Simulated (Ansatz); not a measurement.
## Antifluorite alloy of Mg2Si and Mg2Sn (4 of 32 Si sites exchanged), 96 atoms

These are results of DFT, PBEsol, PAW, plane waves (Ansatz), not measurements.

The input as it was run:

```yaml
crystal:
  lattice:
    - [12.750102, 0.000000, 0.000000]
    - [0.000000, 12.750102, 0.000000]
    - [0.000000, 0.000000, 12.750102]
  atoms:
    - { symbol: Mg, position: [0.375794, 0.124589, 0.125048] }
    - { symbol: Mg, position: [0.374613, 0.123781, 0.625732] }
    - { symbol: Mg, position: [0.374317, 0.625963, 0.125378] }
    - { symbol: Mg, position: [0.375330, 0.623886, 0.626176] }
    - { symbol: Mg, position: [0.872532, 0.124176, 0.125888] }
    - { symbol: Mg, position: [0.872957, 0.123152, 0.625187] }
    - { symbol: Mg, position: [0.878093, 0.623343, 0.126872] }
    - { symbol: Mg, position: [0.875334, 0.625932, 0.625096] }
    - { symbol: Mg, position: [0.125315, 0.373598, 0.126794] }
    - { symbol: Mg, position: [0.126209, 0.376155, 0.627378] }
    - { symbol: Mg, position: [0.126889, 0.873283, 0.124804] }
    - { symbol: Mg, position: [0.126503, 0.873995, 0.623768] }
    - { symbol: Mg, position: [0.622803, 0.373997, 0.123591] }
    - { symbol: Mg, position: [0.625334, 0.373104, 0.627301] }
    - { symbol: Mg, position: [0.623830, 0.875678, 0.124417] }
    - { symbol: Mg, position: [0.625138, 0.876594, 0.625788] }
    - { symbol: Mg, position: [0.124606, 0.124356, 0.372171] }
    - { symbol: Mg, position: [0.123579, 0.125931, 0.873630] }
    - { symbol: Mg, position: [0.124760, 0.624186, 0.375130] }
    - { symbol: Mg, position: [0.125641, 0.624545, 0.878095] }
    - { symbol: Mg, position: [0.624258, 0.125184, 0.373573] }
    - { symbol: Mg, position: [0.622995, 0.123052, 0.876302] }
    - { symbol: Mg, position: [0.625977, 0.626201, 0.375074] }
    - { symbol: Mg, position: [0.627374, 0.624887, 0.874433] }
    - { symbol: Mg, position: [0.127429, 0.126567, 0.126489] }
    - { symbol: Mg, position: [0.127635, 0.124844, 0.622512] }
    - { symbol: Mg, position: [0.123840, 0.621705, 0.125058] }
    - { symbol: Mg, position: [0.124719, 0.625110, 0.623109] }
    - { symbol: Mg, position: [0.623807, 0.123880, 0.127192] }
    - { symbol: Mg, position: [0.623594, 0.123856, 0.623714] }
    - { symbol: Mg, position: [0.627189, 0.625097, 0.126223] }
    - { symbol: Mg, position: [0.628235, 0.623650, 0.627818] }
    - { symbol: Mg, position: [0.375348, 0.375963, 0.374958] }
    - { symbol: Mg, position: [0.376737, 0.373744, 0.873949] }
    - { symbol: Mg, position: [0.377210, 0.871544, 0.376185] }
    - { symbol: Mg, position: [0.375410, 0.875576, 0.874939] }
    - { symbol: Mg, position: [0.875735, 0.374388, 0.373985] }
    - { symbol: Mg, position: [0.875645, 0.373993, 0.878069] }
    - { symbol: Mg, position: [0.875126, 0.872867, 0.374731] }
    - { symbol: Mg, position: [0.874426, 0.875625, 0.877262] }
    - { symbol: Mg, position: [0.375753, 0.375002, 0.125212] }
    - { symbol: Mg, position: [0.374369, 0.376814, 0.625593] }
    - { symbol: Mg, position: [0.375956, 0.875859, 0.124860] }
    - { symbol: Mg, position: [0.374698, 0.877780, 0.625182] }
    - { symbol: Mg, position: [0.876433, 0.372581, 0.123233] }
    - { symbol: Mg, position: [0.878059, 0.376105, 0.626762] }
    - { symbol: Mg, position: [0.874269, 0.873781, 0.126069] }
    - { symbol: Mg, position: [0.875254, 0.874171, 0.627266] }
    - { symbol: Mg, position: [0.375199, 0.127616, 0.373407] }
    - { symbol: Mg, position: [0.375475, 0.124601, 0.875130] }
    - { symbol: Mg, position: [0.376307, 0.628200, 0.376440] }
    - { symbol: Mg, position: [0.376134, 0.623176, 0.875934] }
    - { symbol: Mg, position: [0.875394, 0.124166, 0.376156] }
    - { symbol: Mg, position: [0.873933, 0.124089, 0.874797] }
    - { symbol: Mg, position: [0.873614, 0.625284, 0.374829] }
    - { symbol: Mg, position: [0.874466, 0.627081, 0.876020] }
    - { symbol: Mg, position: [0.120765, 0.375972, 0.374709] }
    - { symbol: Mg, position: [0.121719, 0.378917, 0.873648] }
    - { symbol: Mg, position: [0.124100, 0.872887, 0.377792] }
    - { symbol: Mg, position: [0.124676, 0.873947, 0.873643] }
    - { symbol: Mg, position: [0.623645, 0.376126, 0.376300] }
    - { symbol: Mg, position: [0.626283, 0.375660, 0.877968] }
    - { symbol: Mg, position: [0.628750, 0.875939, 0.372840] }
    - { symbol: Mg, position: [0.624143, 0.878095, 0.872765] }
    - { symbol: Si, position: [0.998412, 0.000521, 0.999558] }
    - { symbol: Si, position: [0.999521, 0.499802, 0.999836] }
    - { symbol: Si, position: [0.000881, 0.499955, 0.502169] }
    - { symbol: Si, position: [0.499926, 0.996506, 0.001137] }
    - { symbol: Si, position: [0.501041, 0.002359, 0.498724] }
    - { symbol: Si, position: [0.500072, 0.498953, 0.000076] }
    - { symbol: Si, position: [0.501437, 0.501884, 0.498776] }
    - { symbol: Si, position: [0.252752, 0.249858, 0.001816] }
    - { symbol: Si, position: [0.250086, 0.749548, 0.000004] }
    - { symbol: Si, position: [0.752477, 0.251235, 0.001340] }
    - { symbol: Si, position: [0.754299, 0.751792, 0.999195] }
    - { symbol: Si, position: [0.748736, 0.750160, 0.502564] }
    - { symbol: Si, position: [0.252084, 0.000524, 0.249869] }
    - { symbol: Si, position: [0.247856, 0.996525, 0.748268] }
    - { symbol: Si, position: [0.249136, 0.499718, 0.245895] }
    - { symbol: Si, position: [0.250279, 0.498281, 0.747685] }
    - { symbol: Si, position: [0.746417, 0.998791, 0.248961] }
    - { symbol: Si, position: [0.748152, 0.999545, 0.749869] }
    - { symbol: Si, position: [0.750277, 0.498374, 0.252311] }
    - { symbol: Si, position: [0.750212, 0.501250, 0.751264] }
    - { symbol: Si, position: [0.998835, 0.248288, 0.248121] }
    - { symbol: Si, position: [0.999435, 0.249277, 0.752496] }
    - { symbol: Si, position: [0.000686, 0.750611, 0.254148] }
    - { symbol: Si, position: [0.001247, 0.751799, 0.750658] }
    - { symbol: Si, position: [0.501724, 0.252926, 0.251940] }
    - { symbol: Si, position: [0.499258, 0.250951, 0.748845] }
    - { symbol: Si, position: [0.498785, 0.751407, 0.250970] }
    - { symbol: Si, position: [0.500298, 0.750823, 0.747928] }
    - { symbol: Sn, position: [0.000471, 0.997300, 0.500335] }
    - { symbol: Sn, position: [0.249269, 0.249806, 0.501295] }
    - { symbol: Sn, position: [0.250803, 0.750219, 0.498757] }
    - { symbol: Sn, position: [0.748331, 0.250327, 0.499799] }
  symmetry: { detect: false }
kpoints:
  mp_grid: { grid: [1, 1, 1], shift: [0.25, 0.25, 0.25] }
hamiltonian:
  xc: pbesol
scf:
  occupations: { method: fermi_dirac, width: 0.01 }
relax:
  f_tol: 0.03
  max_steps: 80
  escape_saddle: false
  adjacent_minimum: "off"
  cell: { fix: [shape] }
output:
  forces: true
  eigenvalues: true
  populations: true
```

Started with:

```sh
ansatz run in.yaml --threads 4 --pin off --max-ram 42750MiB --runs-dir r --events-out ev --progress --plain --backend cuda --devices 0, --max-vram 37GiB
```

The program printed, less machine lines and repeats, with […] for rows cut from tables:

```
Pseudopotentials: kind: paw
Functional definition: PBEsol
  exchange = pbesol_x
  correlation = pbesol_c
Crystal: 96 atoms, lattice volume = 2072.722 Å³
Basis set: ecut = 420 eV, 40483 PW (Γ), exchange–correlation on 180×180×180 points (8 copies of the dense FFT grid, shifted against one another)
Bands: 500, of which v1, the nominal top of the filled ones, is band 404 counted from 1 (403 counted from 0)
Symmetry: 1 space group operations
k-points: 1
Non-local potential: Mg, projectors of the file, l = 0: 3, l = 1: 2, l = 2: 1
Non-local potential: Si, projectors of the file, l = 0: 2, l = 1: 2, l = 2: 2
[…]
Initial density: superposition of atomic densities (neutral atoms: chi_scale 0, normalization atom), corrected by the library's trained network
Initial wavefunctions: pseudopotential atomic-orbital guess
Functional: x = pbesol(κ = 0.804, μ = 0.12345679012345678), c = pbesol(β = 0.046)
SCF iter   1: F=—  HF=-163586.618548 eV  |F-HF|=—  |Δ(HF+E_count)|=         —  Δρ=6.09e-3  dr2=2.39e0  ethr=1.77e-3  ⟨swp⟩=6.0  Hψ=1843  notcnv=0  defer=55
[…]
SCF iter   2: F=—  HF=-163586.149561 eV  |F-HF|=—  |Δ(HF+E_count)|=   4.69e-1  Δρ=3.15e-3  dr2=4.96e-1  ethr=2.96e-4  ⟨swp⟩=2.0  Hψ=588  notcnv=0  defer=83
[…]
SCF 1 converged in 9 iterations: F = -163586.038615 eV  dr2 = 2.10e-8
[…]
relax step   1: F+E_penalty+E_count = -163586.03861515 eV  Δ(F+E_penalty+E_count) = +0.000e0 eV  max|allowed force component| = 9.228e-1 eV/Å  Δτ_max = 0.0000 Å  P = +0.263 GPa  Ω = 2072.722 Å³  fix = [alpha, beta, gamma, b/a, c/a]  reactions: b/a +0.003, c/a -0.013 GPa; alpha +0.442, beta +0.495, gamma +0.448 GPa/rad  (9 SCF iters, dr2 threshold 1.00e-7 eV, accepted)
Crystal: 96 atoms, lattice volume = 2081.533 Å³
Basis set: ecut = 420 eV, 40651 PW (Γ), exchange–correlation on 180×180×180 points (8 copies of the dense FFT grid, shifted against one another)
Initial density: handed on by an earlier stage of this run
Initial wavefunctions: those handed on with the density
[…]
[…]
SCF 2 converged in 6 iterations: F = -163586.803992 eV  dr2 = 8.30e-6
[…]
relax step   2: F+E_penalty+E_count = -163586.80399152 eV  Δ(F+E_penalty+E_count) = -7.654e-1 eV  max|allowed force component| = 3.653e-1 eV/Å  Δτ_max = 0.1949 Å  P = -0.117 GPa  Ω = 2081.533 Å³  energy of the carried Pulay correction = -6.255e-4 eV  fix = [alpha, beta, gamma, b/a, c/a]  reactions: b/a -0.038, c/a +0.077 GPa; alpha +0.428, beta +0.422, gamma +0.440 GPa/rad  (6 SCF iters, dr2 thres
Crystal: 96 atoms, lattice volume = 2075.712 Å³
[…]
[…]
SCF 3 converged in 6 iterations: F = -163587.048792 eV  dr2 = 6.82e-7
  greatest PAW one-centre occupation: 1.000 electrons in one spin orbital (limit 2), on the Mg atom at site 58 (counted from 0), in its partial waves of l = 0
relax step   3: F+E_penalty+E_count = -163587.04879240 eV  Δ(F+E_penalty+E_count) = -2.448e-1 eV  max|allowed force component| = 2.778e-2 eV/Å  Δτ_max = 0.0671 Å  P = +0.025 GPa  Ω = 2075.712 Å³  energy of the carried Pulay correction = -2.125e-4 eV  fix = [alpha, beta, gamma, b/a, c/a]  reactions: b/a -0.031, c/a +0.061 GPa; alpha +0.429, beta +0.431, gamma +0.433 GPa/rad  (6 SCF iters, dr2 thres
Initial wavefunctions: pseudopotential atomic-orbital guess (no wavefunctions were taken with the density)
[…]
preconditioner: auto → Resta (q_TF=auto, 2.331 Å⁻¹)  ε∞=5.2  [insulator: Δε(μ)=0.444 eV  Ē_g=6.348 eV  σ=0.010 eV  W_gap=1.00  n_scr=460 (ndim 8)  ℏωp=13.0 eV  f_vac=0.005  D(μ)=0.00/eV (n_scr^D=0)  ε∞_Penn≈5.2]
[…]
SCF iter   4: F=—  HF=-163587.048939 eV  |F-HF|=—  |Δ(HF+E_count)|=   1.62e-8  Δρ=4.78e-7  dr2=4.94e-9  ethr=6.21e-12  ⟨swp⟩=2.0  Hψ=506  notcnv=0  defer=4
SCF iter   5: F=-163587.048939 eV  HF=-163587.048939 eV  |F-HF|=8.73e-11  |Δ(HF+E_count)|=   5.76e-9  Δρ=1.64e-7  dr2=8.82e-10  ethr=1.00e-12  ⟨swp⟩=17.0  Hψ=2727  notcnv=0
SCF 4 converged in 5 iterations: F = -163587.048939 eV  dr2 = 8.82e-10
relax step   4: F+E_penalty+E_count = -163587.04893882 eV  Δ(F+E_penalty+E_count) = -1.464e-4 eV  max|allowed force component| = 2.777e-2 eV/Å  Δτ_max = 0.0000 Å  P = +0.025 GPa  Ω = 2075.712 Å³  fix = [alpha, beta, gamma, b/a, c/a]  reactions: b/a -0.031, c/a +0.061 GPa; alpha +0.429, beta +0.431, gamma +0.433 GPa/rad  stress off target by 2.51e-2 GPa on what of the cell is left free  SCF on the
SCF converged after 5 iterations
Free energy (F): -163587.048939 eV
Harris-Foulkes:  -163587.048939 eV  (|F-HF|=8.73e-11)
Internal energy: -163587.048939 eV  (E = F + TS)
E sigma→0 (E₀):  -163587.048939 eV
Fermi energy:    6.217132 eV
--- Per-component energies (eV) ---
  E_band       = -22868.887989
  E_kinetic    = 6705.307416
  E_local      = -113782.704461  (includes V_loc(G=0)·N_el)
  E_nonlocal   = 6762.542380
  E_hartree    = 42361.236523
  E_xc         = -4873.324088
  E_vxc        = -4068.035590  (∫ρ·V_xc dr)
  E_paw        = -48233.361879  (= ΣΔE_a)
  E_vpaw       = -3208.470583  (= ΣTr[D̂ρ^β])
  E_aug_tail   = 0.000197  (compensation charges beyond the density's cutoff)
  E_ewald      = -52532.535271
  E_core_change = 5.790243  (= ΣΔE_core)
  E_smearing   = -0.000000  (= −TS)
  E_closure    = 0.000000  (closes the sum)
  Σ components = -163587.048939   (vs F -163587.048939, Δ=0.00e0)
--- Forces (eV/Å), atoms counted from 1 ---
  atom   1  Mg     0.00141700    -0.00289138    -0.00749269
  atom   2  Mg     0.01100338    -0.00697664     0.01135028
[…]
  atom  95  Sn     0.00475268    -0.00615646    -0.00241622
  atom  96  Sn    -0.00958138     0.00977261     0.00060276
  max |Σ_I F_I| component: 4.61e-6 eV/Å
--- Stress (GPa, compression-positive) ---
       -0.005488      -0.433015      -0.430534
       -0.433015      -0.005538      -0.429202
       -0.430534      -0.429202       0.086444
  P = ⅓ Tr σ = 0.0251 GPa (0.251 kbar)
--- Band table (eV) ---
  k-point 0: bands = ["-69.5480", "-69.5461", "-69.5458", "-69.5441", "-69.5372", "-69.5363", "-69.5353", "-69.5348", "-69.5308", "-69.5303", "-69.5267", "-69.5266", "-69.5228", "-69.5227", "-69.5227", "-69.5209", "-69.5201", "-69.5184", "-69.5183", "-69.5165", "-69.5151", "-69.5143", "-69.5143", "-69.5135", "-69.5132", "-69.5125", "-69.5117", "-69.5114", "-69.5107", "-69.5107", "-69.5063", "-69.5 …
--- Relaxed structure (3 steps of the walk, 3 accepted, 1 SCFs on fresh bases) ---
  F+E_penalty+E_count = -163587.04893882 eV   max|allowed force component| = 2.777e-2 eV/Å   (the final SCF, on the basis selected at the relaxed cell)
  cell:  # Å, volume = 2075.7117 Å³
    - [12.756230144481238, 8.602801126636558e-112, 2.314210000097058e-143]
    - [8.602801126636558e-112, 12.756230144481238, 3.201081325734608e-143]
    - [2.314210000097058e-143, 3.201081325734608e-143, 12.756230144481238]
  atoms:
    - { symbol: Mg, position: [0.37534262531406964, 0.12559643397709752, 0.12343306327828824] }
    - { symbol: Mg, position: [0.37888732742553993, 0.12163341574655614, 0.629810196753925] }
    - { symbol: Mg, position: [0.375040705266111, 0.6253720061604874, 0.12456486995967686] }
    - { symbol: Mg, position: [0.37978573757800943, 0.6216060758182433, 0.6290202789821638] }
    - { symbol: Mg, position: [0.874758564699823, 0.1251351729067822, 0.12330744900811551] }
    - { symbol: Mg, position: [0.8742441034280065, 0.12534733971615997, 0.6344972520590307] }
    - { symbol: Mg, position: [0.8751087622199273, 0.6251853091477224, 0.12424710051533794] }
    - { symbol: Mg, position: [0.8742373075663, 0.6251121978588031, 0.6250057663484827] }
    - { symbol: Mg, position: [0.12565455651273147, 0.3749790715012171, 0.12354763336432566] }
    - { symbol: Mg, position: [0.12190490052672734, 0.3787407793604734, 0.6298121294738591] }
    - { symbol: Mg, position: [0.1253955904101897, 0.8745097179373666, 0.1233224643267774] }
    - { symbol: Mg, position: [0.1256182410621401, 0.8739016321658363, 0.6344198740270086] }
    - { symbol: Mg, position: [0.625521591766976, 0.37466817923817425, 0.12451357143288022] }
    - { symbol: Mg, position: [0.6219419962730822, 0.3793635945457455, 0.6290922703378323] }
    - { symbol: Mg, position: [0.6256108032325729, 0.8748068098592208, 0.12399683950974756] }
    - { symbol: Mg, position: [0.6253017824777327, 0.873871106509208, 0.624876123957303] }
    - { symbol: Mg, position: [0.12549783533380757, 0.12517102222980447, 0.36570197874317445] }
    - { symbol: Mg, position: [0.12599319871245152, 0.1258343382824472, 0.8779070821810553] }
    - { symbol: Mg, position: [0.12145182109861304, 0.621738795344884, 0.3714787761167362] }
    - { symbol: Mg, position: [0.12528852030179485, 0.6247961207892055, 0.8767018157978013] }
    - { symbol: Mg, position: [0.6219573978152736, 0.12116093330095243, 0.3713928273514028] }
    - { symbol: Mg, position: [0.624904248907368, 0.12501485063573411, 0.8767522510316019] }
    - { symbol: Mg, position: [0.6260174927882726, 0.6258821435425318, 0.376099261792186] }
    - { symbol: Mg, position: [0.6259629420214862, 0.6257504305741954, 0.8758858440777109] }
    - { symbol: Mg, position: [0.12591886603335511, 0.1256591699612404, 0.12239909855122581] }
    - { symbol: Mg, position: [0.1250157850079583, 0.12497309151828133, 0.634715448730396] }
    - { symbol: Mg, position: [0.12497204349747801, 0.6247301837782344, 0.12376997636790395] }
    - { symbol: Mg, position: [0.12126814476477912, 0.6215270613970578, 0.6289894774649902] }
    - { symbol: Mg, position: [0.6247997377191717, 0.12455940034754147, 0.12398217196938238] }
    - { symbol: Mg, position: [0.6216533754804258, 0.12089069884410301, 0.6291797061601855] }
    - { symbol: Mg, position: [0.6259625095487112, 0.6256080542719666, 0.12447809135617054] }
    - { symbol: Mg, position: [0.62590744902672, 0.625413431947292, 0.6246030721643718] }
    - { symbol: Mg, position: [0.37887777348335305, 0.3787132681116375, 0.37164655039899513] }
    - { symbol: Mg, position: [0.3745944689945097, 0.37433779769028375, 0.8766113609259498] }
    - { symbol: Mg, position: [0.3796467838572977, 0.8778507808781331, 0.37123673331540774] }
    - { symbol: Mg, position: [0.37539120570990214, 0.874879834418292, 0.876715126639291] }
    - { symbol: Mg, position: [0.8781277588437866, 0.3793403898985591, 0.3712722317797795] }
    - { symbol: Mg, position: [0.8751275203566271, 0.37511265416894657, 0.876881766401821] }
    - { symbol: Mg, position: [0.8705081317880169, 0.8701170292074372, 0.37129217594693986] }
    - { symbol: Mg, position: [0.8743728723029975, 0.8742084932757804, 0.8768533703139344] }
    - { symbol: Mg, position: [0.3743700819048876, 0.3743607491010922, 0.12403151878472155] }
    - { symbol: Mg, position: [0.3788021971095672, 0.37856398828849636, 0.6290558092859135] }
    - { symbol: Mg, position: [0.3754644906422848, 0.87493405023362, 0.12357868018518497] }
    - { symbol: Mg, position: [0.3793559896815071, 0.8778923133967589, 0.6292531961496761] }
    - { symbol: Mg, position: [0.875045214923172, 0.3751206255605837, 0.12354582067482882] }
    - { symbol: Mg, position: [0.8779723107420987, 0.3791209613857837, 0.6290295612300248] }
    - { symbol: Mg, position: [0.8742958275238132, 0.8738922598752973, 0.12404643963111708] }
    - { symbol: Mg, position: [0.8701327531187297, 0.8699286242634263, 0.6291707653930273] }
    - { symbol: Mg, position: [0.3786866815101072, 0.12150455133225357, 0.3708369929318404] }
    - { symbol: Mg, position: [0.3748078442975563, 0.1250545961424371, 0.8768992964645148] }
    - { symbol: Mg, position: [0.379659500915567, 0.6215012241724712, 0.3713948747208678] }
    - { symbol: Mg, position: [0.37490760313909366, 0.6250667707847437, 0.8760116429715776] }
    - { symbol: Mg, position: [0.8740860751277487, 0.1251919772620074, 0.3661503005430553] }
    - { symbol: Mg, position: [0.8746425399781891, 0.125092825856316, 0.8773498895558933] }
    - { symbol: Mg, position: [0.8740560772778564, 0.6250198092520876, 0.3754429067380066] }
    - { symbol: Mg, position: [0.8747538050996082, 0.6248810665603125, 0.8763484753958988] }
    - { symbol: Mg, position: [0.12163507143168158, 0.37837962953680965, 0.37078968770540527] }
    - { symbol: Mg, position: [0.12540934348218202, 0.3747226766431303, 0.8769433861007061] }
    - { symbol: Mg, position: [0.12559740605450373, 0.8738395069277304, 0.3660704105741417] }
    - { symbol: Mg, position: [0.12536332304000253, 0.874541442690269, 0.8773923434710207] }
    - { symbol: Mg, position: [0.6215695286365618, 0.37936899837719434, 0.37158624289650155] }
    - { symbol: Mg, position: [0.6252941279713817, 0.37470391077546206, 0.8760667777778177] }
    - { symbol: Mg, position: [0.6254204820373178, 0.8739485104358815, 0.3753980488685703] }
    - { symbol: Mg, position: [0.6251812539752077, 0.8743374505748652, 0.8762997124154587] }
    - { symbol: Si, position: [0.9999168680999801, -0.00032176561185320835, 1.0003645368424852] }
    - { symbol: Si, position: [1.000059837565752, 0.5000822300982896, 1.0002002941080497] }
    - { symbol: Si, position: [-0.0010731442198281262, 0.501090594538205, 0.5002549076552699] }
    - { symbol: Si, position: [0.500356781036237, 0.9997496748196726, 0.00017408601336957164] }
    - { symbol: Si, position: [0.5013020913208244, -0.0013429429245603946, 0.500263300061861] }
    - { symbol: Si, position: [0.5003021116423296, 0.500105630700721, 0.00027897212014501286] }
    - { symbol: Si, position: [0.5013744598395296, 0.5010740064272647, 0.5002796520098876] }
    - { symbol: Si, position: [0.2506111114000445, 0.25023198096115623, 0.00019554938775987333] }
    - { symbol: Si, position: [0.2504310013059274, 0.749640177703326, 0.00023338468796683015] }
    - { symbol: Si, position: [0.7497704669444688, 0.25007566386667335, 0.0002992694096527328] }
    - { symbol: Si, position: [0.7501675834321517, 0.7496837919100593, 1.0002675207655103] }
    - { symbol: Si, position: [0.74920694075751, 0.7489906607411367, 0.500240069303798] }
    - { symbol: Si, position: [0.2514748353532613, -3.655506762875782e-5, 0.24556197199177904] }
    - { symbol: Si, position: [0.25143490241372607, 0.9996515230157701, 0.7547636202813027] }
    - { symbol: Si, position: [0.25013302234462764, 0.5003771559425733, 0.24759412208539433] }
    - { symbol: Si, position: [0.2503249661605369, 0.4999485414604812, 0.752905940276838] }
    - { symbol: Si, position: [0.7487301216423256, 0.9985044588395773, 0.24730668000674252] }
    - { symbol: Si, position: [0.7486430451521704, 0.998394640407169, 0.753464815917462] }
    - { symbol: Si, position: [0.7500532758329602, 0.5014393447663289, 0.248514472120934] }
    - { symbol: Si, position: [0.750076159452931, 0.5010992788766084, 0.7518905612667145] }
    - { symbol: Si, position: [1.000082436419712, 0.25121954364072513, 0.24550110165892408] }
    - { symbol: Si, position: [0.9998233289845293, 0.25123842318698647, 0.754906387641639] }
    - { symbol: Si, position: [-0.0011743632694346871, 0.7486794469708313, 0.2474381644391612] }
    - { symbol: Si, position: [-0.0013287336890056118, 0.748532998604265, 0.7533946346442975] }
    - { symbol: Si, position: [0.5005544151812306, 0.24995336139876093, 0.24766122650140157] }
    - { symbol: Si, position: [0.5000936132462737, 0.2501258546256337, 0.7528802618767443] }
    - { symbol: Si, position: [0.5017517106035729, 0.749894891350951, 0.24845751865367643] }
    - { symbol: Si, position: [0.5013520792578566, 0.7499164376198126, 0.7518018665745755] }
    - { symbol: Sn, position: [-0.0008558598678576802, 0.998923237094192, 0.500143810749005] }
    - { symbol: Sn, position: [0.250611631169308, 0.25031986956372243, 0.5005332379436465] }
    - { symbol: Sn, position: [0.2513320453212733, 0.7489821361776685, 0.500266576177904] }
    - { symbol: Sn, position: [0.749234250390346, 0.2508493720028072, 0.5002386274471564] }
--- Löwdin populations: 96 sites ---
  site symbol       q [e]
     0     Mg      8.6975
     1     Mg      8.6937
[…]
    94     Sn     16.3850
    95     Sn     16.3850
  spilling = 0.013494 (of n_electrons = 808.000000)
```

Absolute energies hang on the potentials; compare differences alone.

Time: 10 s of wall time on one NVIDIA H100 with 4 processor threads, on a host shared with other runs; peak host memory 1.7 GiB.
